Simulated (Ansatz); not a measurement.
**Zn3Sb4O6F6 — 67Zn NMR of the central transition**

Cell: a refined structure from the COD, ions relaxed with PBE at fixed cell.

Space group I-43m (No. 217); a = 8.1291 Å.

```
site  Wyckoff  site symmetry       x       y       z
  Zn       6b          -42.m  0.5000  0.0000  0.0000
  Sb       8c            .3m  0.8368  0.1632  0.1632
   O      12e           2.mm  0.7488  0.0000  0.0000
   F      12d           -4..  0.5000  0.0000  0.2500
```

One atom of each set is listed; the run and its k-mesh use a cell of 19 atoms with edges of 7.04, 7.04, 7.04 Å.

Level of theory: DFT, r2SCAN, plane waves and PAW, scalar-relativistic, 500 eV cutoff, Γ-centred 4×4×4 k-points, Fermi–Dirac smearing 0.02 eV (Ansatz 0.2.0).

67Zn has I = 5/2 and Q = 122.0 mb (Pyykkö 2018); at 18.8 T its Larmor frequency is ν₀ = 50.2 MHz. Only the quadrupole interaction is simulated: positions count from each site's isotropic chemical shift, and J coupling is left out, as are shift anisotropy and dipolar coupling, which fast spinning averages.

Simulated pattern of one Zn site (fast magic-angle spinning, Gaussian broadening 0.7 kHz):

| offset (kHz) | height |
| --- | --- |
| -26.14 | 0 |
| -25.37 | 1 |
| -24.60 | 4 |
| -23.83 | 4 |
| -23.06 | 4 |
| -22.29 | 5 |
| -21.52 | 5 |
| -20.75 | 5 |
| -19.98 | 5 |
| -19.21 | 5 |
| -18.44 | 5 |
| -17.67 | 6 |
| -16.90 | 6 |
| -16.13 | 28 |
| -15.36 | 77 |
| -14.59 | 50 |
| -13.82 | 40 |
| -13.05 | 36 |
| -12.28 | 34 |
| -11.51 | 33 |
| -10.74 | 32 |
| -9.97 | 32 |
| -9.20 | 32 |
| -8.43 | 33 |
| -7.67 | 35 |
| -6.90 | 38 |
| -6.13 | 42 |
| -5.36 | 49 |
| -4.59 | 67 |
| -3.82 | 100 |
| -3.05 | 18 |
| -2.28 | 0 |

**Question.** Which |C_Q| and η does the pattern imply?

**Answer.** The pattern spans 21.5 kHz before broadening and its centre of gravity is at -10.1 kHz, which fixes P_Q; the places of the horns and steps fix η. That gives P_Q = 9.17 MHz, |C_Q| = 9.17 MHz and η = 0.00. The sign of C_Q can't be read from the pattern.

An axis of threefold or higher order runs through Zn, so V_zz lies along it and η is zero.

The largest force is 0.6 eV/Å, so the atoms aren't at the calculated equilibrium and relaxing them would move these values. With these PAW files V_zz is typically within 2 to 3 % of all-electron values, but misses above 10 % occur on Zn.

Hardware: 1 thread of AMD EPYC 9R14 (Zen 4) (x86_64; 4 cores open to the job, memory cap 3.0 GiB, no GPU), a shared host with a load of 0.2 a core. Wall time 31 s, CPU time 31 s, peak memory 1.2 GiB.
